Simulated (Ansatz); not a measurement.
Relaxed CsSnI3 (cubic perovskite):

```yaml
crystal:
  lattice:
    - [6.27122, 0.00000, 0.00000]
    - [0.00000, 6.27122, 0.00000]
    - [0.00000, 0.00000, 6.27122]
  atoms:
    - { symbol: Cs, position: [0.00000, 0.00000, 0.00000] }
    - { symbol: Sn, position: [0.50000, 0.50000, 0.50000] }
    - { symbol: I, position: [0.00000, 0.50000, 0.50000] }
    - { symbol: I, position: [0.50000, 0.50000, 0.00000] }
    - { symbol: I, position: [0.50000, 0.00000, 0.50000] }
```

Scan: atom 2 (Sn, nearest neighbour I at 3.136 Å; its periodic images, 6.3 Å or more away, move with it) is displaced along Cartesian z, direction (0.000, 0.000, 1.000) in Cartesian axes, by s. The other atoms stay.

All values below come from PBE (plane waves to 420 eV, PAW, scalar-relativistic; Ansatz, a program for electronic structure). k mesh 5×5×5 (Γ-centred), Fermi-Dirac smearing 0.05 eV. Energies are smeared free energies. CsSnI3 was relaxed with its symmetry unable to fall. Spin-orbit coupling is left out, though I is heavy. The PAW data are Ansatz's earlier set. This is a high-temperature form of CsSnI3. The zero of ΔE is the undisplaced structure.

```csv
s (Å),ΔE (meV/cell)
-0.940,withheld
-0.752,1375
-0.564,478
-0.376,117
-0.188,14
0.000,0
0.188,14
0.376,117
0.564,478
0.752,1375
0.940,withheld
```

Task: Fit an even polynomial form (powers 2, 4) to the given rows and predict ΔE at s = 0.940.

Result: Least squares on the 9 given rows: ΔE = (301.0)·s² + (3768)·s⁴, in meV/cell with s in Å; root-mean-square residual 0.9 meV/cell. At 0.940 the fit gives 3208 meV/cell; the calculation gives 3281 meV/cell, so the extrapolation is off by -73 (-2.2 %). The quadratic term alone would give 266 meV/cell.

(For displaced atoms, the force is minus the slope of the energy, and its curvature is a force constant, which sets phonon frequencies.)
